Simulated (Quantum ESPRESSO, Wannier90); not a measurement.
Ag (hcp (Mg type), model phase), plane waves to Wannier functions

```xyz
2
Lattice="2.9223 0.0000 0.0000 -1.4611 2.5308 0.0000 0.0000 0.0000 4.7017" Properties=species:S:1:pos:R:3 pbc="T T T"
Ag     1.4611    -0.8436     1.1754
Ag    -1.4611     0.8436    -1.1754
```

Cell from Materials Project (mp-10597), symmetrised, no further relaxation. This isn't the element's usual structure (fcc); take it as a model of another phase. Method: PBEsol plane waves in Quantum ESPRESSO 7.5 (PseudoDojo norm-conserving files, 66 Ry, no spin polarisation, no spin-orbit coupling), Bloch states on a 12×12×8 mesh through Γ, Wannier90 4.0.1. Density: 18×18×10 mesh, cold smearing 0.01 Ry.

A tight-binding model is made by disentanglement and projection with no localisation steps (num_iter = 0), so the 18 orbitals stay atom-like: hydrogen-like Ag: s;p;d, axes along x, y, z; frozen window up to 1.50 eV relative to the Fermi level. It follows pw.x to 1.4 meV rms for states up to 1.0 eV relative to the Fermi level. Matrix elements depend on this choice of orbitals and windows.

What are the on-site energies relative to the Fermi level, and how fast do the hoppings decay?


```csv
atom,orbitals,energy (eV)
Ag1,s,4.36
Ag1,pz,10.75
Ag1,px py,10.70
Ag1,dz2,-4.20
Ag1,dxz dyz dx2-y2 dxy,-4.17
Ag2,s,4.36
Ag2,pz,10.75
Ag2,px py,10.70
Ag2,dz2,-4.20
Ag2,dxz dyz dx2-y2 dxy,-4.17
```

| distance of the centres (Å) | largest modulus (eV) |
|---|---|
| 2–3 | 2.8 |
| 4–5 | 0.19 |
| 5–6 | 0.20 |
| 6–7 | 0.079 |
| 7–8 | 0.054 |
| 8–9 | 0.034 |
| 9–10 | 0.018 |
| 10–11 | 0.0062 |
| 11–12 | 0.0099 |
| 12–13 | 0.0071 |
